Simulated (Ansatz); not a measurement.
## Li2H: stable or not

The cell was found from a structure generator's guess, not taken from experiment.

All numbers below come from Ansatz, DFT PBE, scalar-relativistic, plane waves, PAW. Plane waves to 420 eV, a 14×10×6 mesh through Γ for the 6-atom cell and 0.10 eV Gaussian smearing; no spin polarisation.

```cif
data_structure
_symmetry_space_group_name_H-M 'P 1'
_symmetry_Int_Tables_number 1
_cell_length_a 2.8229
_cell_length_b 4.1771
_cell_length_c 5.9846
_cell_angle_alpha 90.000
_cell_angle_beta 90.000
_cell_angle_gamma 90.000
_cell_volume 70.57
loop_
_atom_site_label
_atom_site_type_symbol
_atom_site_fract_x
_atom_site_fract_y
_atom_site_fract_z
_atom_site_occupancy
Li1 Li 0.50000 0.00000 0.39330 1
Li2 Li 0.00000 0.50000 0.14680 1
Li3 Li 0.50000 0.00000 0.85320 1
Li4 Li 0.00000 0.50000 0.60670 1
H1 H 0.50000 0.50000 0.38981 1
H2 H 0.00000 0.00000 0.61019 1
```

The zero of energy is the elements' standard structures at the same level (H₂ as a molecule); no fitted shifts are applied.

Question: These tests were run: energy against the elements; phonons on a 4×2×1 q mesh; elastic tensor. What do they show?

Answer:

| test | result |
| --- | --- |
| energy against the elements | −0.24 eV/atom |
| phonons on a 4×2×1 q mesh | no imaginary mode on the mesh |
| elastic tensor | least eigenvalue 8 GPa |

It fails none of these tests outright. Other phases of the system weren't compared here, so this isn't yet thermodynamic stability. Undecided within the accuracy: elastic tensor.

With hydrogen, zero-point motion can shift formation energies by some tens of meV/atom. The run for the phonons used a 16×10×6 k mesh and Fermi–Dirac smearing of 0.15 eV. The run for the elastic tensor used a 16×10×6 k mesh and Fermi–Dirac smearing of 0.15 eV.
